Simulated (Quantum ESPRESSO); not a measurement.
```
CELL_PARAMETERS angstrom
      0.00000     3.30870     3.30870
      3.30870     0.00000     3.30870
      3.30870     3.30870     0.00000
ATOMIC_POSITIONS crystal
  Rb 0.00000 0.00000 0.00000
  Cl 0.50000 0.50000 0.50000
```
Geometry: a computed entry of the Materials Project; it was not checked against measured cells. It is RbCl in Fm-3m. Stability against distortions was not tested.

With PBE (σ by GIPAW in a modified build of Quantum ESPRESSO; JTH PAW datasets, 25 Ha):

```tsv
quantity	PBE
σ_iso Rb (ppm)	3036.8
σ_iso Cl (ppm)	882.2
```

Shieldings are absolute and leave out the bulk-susceptibility term; a larger σ means a smaller chemical shift. By our sweeps, such settings leave a few ppm in absolute σ on light atoms and up to some 20 ppm from Zn on. Spin–orbit coupling is left out; its weight grows with the heaviest atom, Rb here. The datasets of Cl hold no d projectors, which limits absolute σ on these atoms.

Q: What does the LDA, on its own JTH datasets and the same geometry, give?

A: 
```csv
quantity,LDA,LDA − PBE
σ_iso Rb (ppm),2981.4,-55.4
σ_iso Cl (ppm),839.8,-42.5
```
